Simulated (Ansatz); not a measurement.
Ionic part of the dielectric constant of GaN at 40 GPa, mode by mode

Computed with Ansatz, DFT LDA, scalar-relativistic, plane waves, PAW. Plane waves to 420 eV; Γ-centred k mesh 10×10×10; fixed occupations. No spin polarisation. Phonons by linear response, acoustic sum rule imposed.

The structure is cubic, space group F-43m (No. 216). Conventional cell: a = 4.246 Å, b = 4.246 Å, c = 4.246 Å, α = 90.00°, β = 90.00°, γ = 90.00°. Ga (site symmetry -43m) has 4 N at 1.84 Å as nearest neighbours. Around N (site symmetry -43m) lie 4 Ga at 1.84 Å.

Other phases may be more stable at this pressure.

The primitive cell has V = 19.13 Å³ and ε∞,yy = 5.197. Each polar mode adds Δε = (4.92064×10⁷/V)·S/ν² along y, with S its oscillator strength in e²/amu, ν in cm⁻¹ and V in Å³.

Question: From these modes, find each Δε and ε0,yy.
```tsv
ν (cm⁻¹)	S_yy (e²/amu)
682.3	0.5629
```

Answer:
| ν (cm⁻¹) | Δε |
| --- | --- |
| 682.3 | 3.11 |

The sum is 3.110, so ε0,yy = 8.31; the run's tensor has 8.31.

Question: Where do the longitudinal modes lie for a wave vector along y?

Answer: At 863 cm⁻¹. The Lyddane–Sachs–Teller product Π(ν_LO/ν_TO)² = 1.60 matches ε0/ε∞ = 1.60.

This zinc-blende form isn't the usual stable structure of the compound at low pressure.

Cost: 1 run of about 0.5 core-minutes, on Intel Xeon 6975P-C (Granite Rapids) (shared hosts).